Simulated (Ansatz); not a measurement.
BaGaGeH:
```xyz
4
Lattice="4.3286 0.0000 0.0000 -2.1643 3.7486 0.0000 0.0000 0.0000 5.2431" Properties=species:S:1:pos:R:3 pbc="T T T"
Ba     0.0000     2.4991     0.0136
Ga     0.0000     0.0000     2.8836
Ge     2.1643     1.2495     2.3568
H      0.0000     0.0000     4.6026
```

Relaxed with r²SCAN. Special points in fractions of this cell's reciprocal vectors: Γ (0.000, 0.000, 0.000); M (0.500, 0.000, 0.000); K (0.333, 0.333, 0.000); A (0.000, 0.000, 0.500); L (0.500, 0.000, 0.500); H (0.333, 0.333, 0.500).

Task: List the band energies nearest the valence-band maximum at these points for r²SCAN in the plane-wave PAW code Ansatz.

Result: In eV from the valence-band maximum; about four levels below and three above (degenerate sets whole), none deeper than 8.9 eV; points with the same levels are listed once.

| k | below | above |
|---|---|---|
| Γ | -4.72 -1.05 -0.41 -0.41 | 0.77 3.75 3.75 |
| M | -6.93 -3.44 -1.33 -0.51 | 0.81 2.24 3.51 |
| K | -6.90 -3.30 -3.13 -0.83 | 1.45 3.10 4.39 |
| A | -5.77 -0.02 -0.01 -0.01 | 0.56 2.16 2.16 |
| L | -6.37 -3.68 -1.81 -0.93 | 1.99 3.80 4.17 |
| H | -7.15 -3.43 -2.50 -0.57 | 3.84 4.13 4.42 |

Space group P3m1. The workflow started from a Materials Project entry (that database holds measured and hypothetical structures alike); the Crystallography Open Database files this formula in space group No. 156, but the cells were not matched. Its standing as an ambient phase is unchecked. Symmetry was held in the r²SCAN relaxation; its stability against distortions is not shown here. Scalar-relativistic: spin–orbit coupling is off unless named, which matters more the heavier the elements.

Potentials: the later of the program's two PAW sets.
